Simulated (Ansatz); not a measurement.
PbS:
```
CELL_PARAMETERS angstrom
      0.00000     2.95138     2.95138
      2.95138     0.00000     2.95138
      2.95138     2.95138     0.00000
ATOMIC_POSITIONS crystal
  S  0.00000 0.00000 0.00000
  Pb 0.50000 0.50000 0.50000
```

The program Ansatz at the PBEsol level (PAW) gives a gap of 0.19 eV without spin–orbit coupling, maximum at L, minimum at L.

What happens when spin–orbit coupling is switched on?

The gap rises by 0.05 eV, to 0.24 eV; maximum at L, minimum on the L–W line, 3 % of the way from L. The small gap may have closed and reopened with inverted band order, as semilocal functionals often give for heavy narrow-gap crystals.

Space group Fm-3m (rock salt). Symmetry was held in the PBEsol relaxation.

Potentials: the later of the program's two PAW sets.
